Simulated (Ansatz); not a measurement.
All numbers below come from Ansatz 0.2.0, DFT PBE, scalar-relativistic, plane waves, PAW. Settings: cutoff 420 eV, Γ-centred meshes spaced at most about 0.3 Å⁻¹, and about 0.25 Å⁻¹ or finer for metals (2π included), Gaussian smearing. Collinear spin in cells that started with moments and kept them past the coarse steps, no spin elsewhere.

All energies are static (0 K, no zero-point motion). All come from trial cells, and lower structures may exist.

Question: These unrelaxed guesses for Mg₄TiN are each relaxed within their symmetry. Order them by the energy at which they end, lowest first.
A.

```cif
data_structure
_symmetry_space_group_name_H-M 'P4/mmm'
_symmetry_Int_Tables_number 123
_cell_length_a 2.8076
_cell_length_b 2.8076
_cell_length_c 10.5799
_cell_angle_alpha 90.000
_cell_angle_beta 90.000
_cell_angle_gamma 90.000
_cell_volume 83.40
loop_
_atom_site_label
_atom_site_type_symbol
_atom_site_symmetry_multiplicity
_atom_site_Wyckoff_symbol
_atom_site_fract_x
_atom_site_fract_y
_atom_site_fract_z
_atom_site_occupancy
Mg1 Mg 2 h 0.50000 0.50000 0.36453 1
Mg2 Mg 2 h 0.50000 0.50000 0.86434 1
Ti1 Ti 1 a 0.00000 0.00000 0.00000 1
N1 N 1 b 0.00000 0.00000 0.50000 1
```

B.

```cif
data_structure
_symmetry_space_group_name_H-M 'F-43m'
_symmetry_Int_Tables_number 216
_cell_length_a 7.5758
_cell_length_b 7.5758
_cell_length_c 7.5758
_cell_angle_alpha 90.000
_cell_angle_beta 90.000
_cell_angle_gamma 90.000
_cell_volume 434.79
loop_
_atom_site_label
_atom_site_type_symbol
_atom_site_symmetry_multiplicity
_atom_site_Wyckoff_symbol
_atom_site_fract_x
_atom_site_fract_y
_atom_site_fract_z
_atom_site_occupancy
Mg1 Mg 16 e 0.40274 0.09726 0.90274 1
Ti1 Ti 4 c 0.25000 0.25000 0.25000 1
N1 N 4 d 0.25000 0.25000 0.75000 1
```

C.

```cif
data_structure
_symmetry_space_group_name_H-M 'P6/mmm'
_symmetry_Int_Tables_number 191
_cell_length_a 3.5384
_cell_length_b 3.5384
_cell_length_c 7.7627
_cell_angle_alpha 90.000
_cell_angle_beta 90.000
_cell_angle_gamma 120.000
_cell_volume 84.17
loop_
_atom_site_label
_atom_site_type_symbol
_atom_site_symmetry_multiplicity
_atom_site_Wyckoff_symbol
_atom_site_fract_x
_atom_site_fract_y
_atom_site_fract_z
_atom_site_occupancy
Mg1 Mg 4 h 0.33333 0.66667 0.76643 1
Ti1 Ti 1 a 0.00000 0.00000 0.00000 1
N1 N 1 b 0.00000 0.00000 0.50000 1
```

Answer: A (ends in P4/mmm, 0 meV/atom), B (ends in F-43m, 273 meV/atom), C (ends in P6/mmm, 0.55 eV/atom). Even the lowest end lies +0.18 eV/atom against the elements.

The magnetic state reached may not be the lowest. Cells relaxed within their symmetry can be saddle points. Some structure types and database cells were kept out of the candidates from the start, so a known form may be missing.
